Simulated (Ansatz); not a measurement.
Given:

GaP (zinc blende)

```
CELL_PARAMETERS angstrom
      0.00000     5.50603     5.50603
      2.75302     0.00000     2.75302
      2.75302     2.75302     0.00000
ATOMIC_POSITIONS crystal
  P  0.37500 0.75000 0.75000
  P  0.87500 0.75000 0.75000
  Ga 0.00000 0.00000 0.00000
  Ga 0.50000 0.00000 0.00000
```

A phonon eigenvector at L = (0.5, 0.0, 0.0) is frozen into this cell: atom i moves by Q times the vector below, so Q is the largest atomic displacement, in Å. The cell is held. It is one choice among 2 degenerate patterns. (q is in reciprocal vectors of the primitive cell; the cell shown is doubled to hold the pattern.)

| atom | x | y | z |
|---|---|---|---|
| P1 | -0.285 | 0.520 | -0.805 |
| P2 | 0.285 | -0.520 | 0.805 |
| Ga3 | -0.112 | 0.203 | -0.315 |
| Ga4 | 0.112 | -0.203 | 0.315 |

These are PBE (plane waves to 420 eV, PAW, scalar-relativistic; Ansatz, a first-principles code) values and carry that method's errors. k mesh 5×10×10 (Γ-centred), Fermi-Dirac smearing 0.05 eV. The energy includes the smearing's −TS. GaP was relaxed with its symmetry unable to fall. The zero of ΔE is the undisplaced structure.

The scan covers Q from -0.100 to 0.100 Å in 13 points.

Problem. Is this a single well or a double well?

Solution. A single well with its minimum at or next to zero displacement.

Problem. What is the energy change at Q = 0.100 Å?

Solution. 179.5 meV/cell.

Problem. What harmonic wavenumber does the curvature at Q = 0 give?

Solution. 342 cm⁻¹.

(A displaced cell: forces are minus the slopes of the energy, force constants its curvatures, and phonons follow from these.)
